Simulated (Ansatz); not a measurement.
## MnSi3: zone-centre modes

These are results of DFT PBE, scalar-relativistic, plane waves, PAW (Ansatz), not measurements. Plane waves to 420 eV; Γ-centred k mesh 14×14×6; Gaussian smearing of 0.10 eV. No spin polarisation. Phonons by linear response, acoustic sum rule imposed.

Relaxed structure:
```xyz
4
Lattice="2.7456 0.0000 0.0000 0.0000 2.7456 0.0000 0.0000 0.0000 7.4611" Properties=species:S:1:pos:R:3 pbc="T T T"
Mn    1.3728    1.3728    3.7306
Si    0.0000    0.0000    5.0796
Si    0.0000    0.0000    2.3816
Si    0.0000    0.0000    0.0000
```

The cell was found from a structure generator's guess, not taken from experiment. In a metal, frequencies depend on the k mesh and the smearing, soft modes most.

Optical modes at Γ:
```csv
frequency (cm⁻¹),degeneracy
72,2
242,2
329,2
334,1
413,1
458,1
```

All 9 optical modes at Γ are real: no displacement of atoms at fixed cell lowers the energy to second order. Strains and modes at other wave vectors aren't tested by this run.
